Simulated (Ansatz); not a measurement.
A distorted cell of Tl (hcp, Mg type):

```
Tl
1.0
    7.21499     0.00000     0.00000
   -1.80375     3.12418     0.00000
    0.00000     0.00000     5.57674
Tl
4
Direct
  0.16667   0.66667   0.77510
  0.66667   0.66667   0.75000
  0.33333   0.33333   0.25000
  0.83333   0.33333   0.25000
```

Method: PBE (plane waves to 420 eV, PAW, scalar-relativistic; Ansatz, a first-principles code). k mesh 6×12×7 (Γ-centred), Fermi-Dirac smearing 0.05 eV. Energies are smeared free energies. Compression counts positive. With partly filled bands, energies and forces of such displacements shift with the k mesh and the smearing. Spin-orbit coupling is left out, though Tl is heavy. The PAW data are Ansatz's earlier set. The relaxed volume of Tl is well above the measured one; the method has no dispersion term. Tl was relaxed with its symmetry unable to fall.

Question: What forces act on the atoms (eV/Å, Cartesian)?

Answer: 
```csv
atom,Fx,Fy,Fz
Tl1,-0.002,-0.001,-0.298
Tl2,0.001,0.000,-0.043
Tl3,0.020,0.011,0.226
Tl4,-0.018,-0.011,0.115
```

Question: In it atom 1 sits (0.000, 0.000, 0.140) Å away from its relaxed site. What is its energy relative to the relaxed cell?

Answer: 21 meV/cell.

(For displaced atoms, the force is minus the slope of the energy, and its curvature is a force constant, which sets phonon frequencies.)
